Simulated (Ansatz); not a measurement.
Co₂Si:
```yaml
crystal:
  lattice:
    - [4.88119, 0.00000, 0.00000]
    - [0.00000, 3.71207, 0.00000]
    - [0.00000, 0.00000, 7.04041]
  atoms:
    - { symbol: Co, position: [0.82657, 0.75000, 0.56479] }
    - { symbol: Co, position: [0.17343, 0.25000, 0.43521] }
    - { symbol: Co, position: [0.67343, 0.25000, 0.06479] }
    - { symbol: Co, position: [0.32657, 0.75000, 0.93521] }
    - { symbol: Co, position: [0.53629, 0.25000, 0.71750] }
    - { symbol: Co, position: [0.46371, 0.75000, 0.28250] }
    - { symbol: Co, position: [0.96371, 0.75000, 0.21750] }
    - { symbol: Co, position: [0.03629, 0.25000, 0.78250] }
    - { symbol: Si, position: [0.20258, 0.25000, 0.10555] }
    - { symbol: Si, position: [0.79742, 0.75000, 0.89445] }
    - { symbol: Si, position: [0.29742, 0.75000, 0.60555] }
    - { symbol: Si, position: [0.70258, 0.25000, 0.39445] }
```
The run is spin-polarised; directions of the spins, atom by atom: 0 0 0 0 ↑ ↑ ↑ ↑ 0 0 0 0.

This is the PBE-relaxed structure.

### Question
All from PBE in the plane-wave PAW code Ansatz, unless another level is named. Estimate the electronic character.

### Answer
metallic (no gap).

### Question
What about the formation energy from the elements (no fitted shifts)?

### Answer
-0.44 eV/atom.

### Question
Predict the density of states at the Fermi level.

### Answer
0.84 states/eV per atom (mean over ±0.08 eV).

Space group Pnma. The cell was relaxed with PBE under the symmetry of its start. Spin order of the final state: ferromagnetic, the only order run, not a proven ground state. The references are the lowest solids computed at this level, not always the standard phases.

Potentials: the earlier of the program's two PAW sets.
